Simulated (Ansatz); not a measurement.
The relaxed structure here is a generated cell of Ag: the first start was made by a random draw of sites in a space group, and the end was not matched to a known phase here, so it may be hypothetical. Known forms of Ag include space group No. 225.

One stationary structure of Ag. Calculation: PBE (plane waves to 420 eV, PAW, scalar-relativistic; Ansatz, a first-principles code).

```xyz
1
Lattice="2.7508 0.0000 0.0000 0.0000 2.7508 0.0000 0.0000 0.0000 2.7508" Properties=species:S:1:pos:R:3 pbc="T T T"
Ag     1.3754     1.3754     1.3754
```

Problem. Find the space group and the Wyckoff positions (tolerance 0.01 Å).

Solution. Space group Pm-3m (No. 221); a = 2.751 Å, b = 2.751 Å, c = 2.751 Å, α = 90.00°, β = 90.00°, γ = 90.00°

| atom | site | symmetry | x | y | z |
|---|---|---|---|---|---|
| Ag | 1b | m-3m | 0.5000 | 0.5000 | 0.5000 |

This is the AFLOW prototype A_cP1_221_a (A_h).

Problem. Give the shortest distances between elements (the closest pairs, up to four, under 3.6 Å).

Solution. Ag–Ag 2.75 Å.

| Item | Result |
|---|---|
| Volume per atom | 20.82 Å³ |
| Density | 8.60 g/cm³ |
| Band gap | zero (metallic) |

No spin polarisation in the result.

The run could not lose the symmetry of its start, so the end can be a saddle point.
